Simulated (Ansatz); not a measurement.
Geometry optimisation in Ansatz: input, command and trajectory.

```yaml
crystal:
  lattice:
    - [4.0758261841, 0.0, 0.0]
    - [-2.037913092, 3.5297690168, 0.0]
    - [0.0, 0.0, 4.9677266628]
  atoms:
    - { symbol: Te, position: [0.6666666667, 0.3333333333, 0.2910702834] }
    - { symbol: Te, position: [0.3333333333, 0.6666666667, 0.7089297166] }
    - { symbol: Au, position: [0.0, 0.0, 0.0] }
basis:
  ecutwfc: 420
kpoints:
  mp_grid: { grid: [12, 12, 8] }
hamiltonian:
  xc: pbesol
scf:
  occupations: { method: gaussian, width: 0.1 }
output:
  forces: true
  stress: true
  eigenvalues: true
relax:
  adjacent_minimum: "off"
  f_tol: 0.01
  max_steps: 30
  cell: { stress_tol: 0.1, fix: [volume] }
```

```bash
ansatz run input.yaml --threads 1 --pin off --max-ram 2560MiB --backend cpu --events-out ev --progress --plain --runs-dir out
```

Level of theory: DFT PBEsol, scalar-relativistic, plane waves, PAW (Ansatz).

The volume is held at 0.94 times that of the relaxed cell.

Of 4 frames 3 are shown, positions in Å and forces in eV/Å; the SCF threshold varies from step to step. Steps run on the plane waves of an earlier cell, with a Pulay correction in the pressure. The basis is chosen afresh for the last frame, the zero of the energies, and at times for earlier ones too; energy and pressure step there, also at an unchanged geometry. The mark taken_back stands on steps that the optimiser undid.

```xyz
3
Lattice="4.0758 0.0000 0.0000 -2.0379 3.5298 0.0000 0.0000 0.0000 4.9677" Properties=species:S:1:pos:R:3:forces:R:3 pbc="T T T" step=1 free_energy_over_end_meV_per_atom=0.43 pressure_GPa=6.00
Te    2.0379    1.1766    1.4460    0.0000    0.0000    0.1204
Te    0.0000    2.3532    3.5218    0.0000    0.0000   -0.1204
Au    0.0000    0.0000    0.0000    0.0000    0.0000    0.0000
3
Lattice="4.0832 0.0000 0.0000 -2.0416 3.5362 0.0000 0.0000 0.0000 4.9497" Properties=species:S:1:pos:R:3:forces:R:3 pbc="T T T" step=2 free_energy_over_end_meV_per_atom=2.92 pressure_GPa=5.46 taken_back
Te    2.0416    1.1787    1.4752    0.0000    0.0000   -0.3380
Te    0.0000    2.3575    3.4745    0.0000    0.0000    0.3380
Au    0.0000    0.0000    0.0000    0.0000    0.0000    0.0000
3
Lattice="4.0816 0.0000 0.0000 -2.0408 3.5348 0.0000 0.0000 0.0000 4.9536" Properties=species:S:1:pos:R:3:forces:R:3 pbc="T T T" step=4 free_energy_over_end_meV_per_atom=0.00 pressure_GPa=5.82
Te    2.0408    1.1783    1.4507    0.0000    0.0000   -0.0014
Te    0.0000    2.3565    3.5029    0.0000    0.0000    0.0014
Au    0.0000    0.0000    0.0000    0.0000    0.0000    0.0000
```

The run took 120 s on 1 thread of AMD EPYC (Zen 3), on a shared host, peak memory 0.54 GiB.

Spin–orbit coupling is left out, which can shift energies with elements as heavy as these.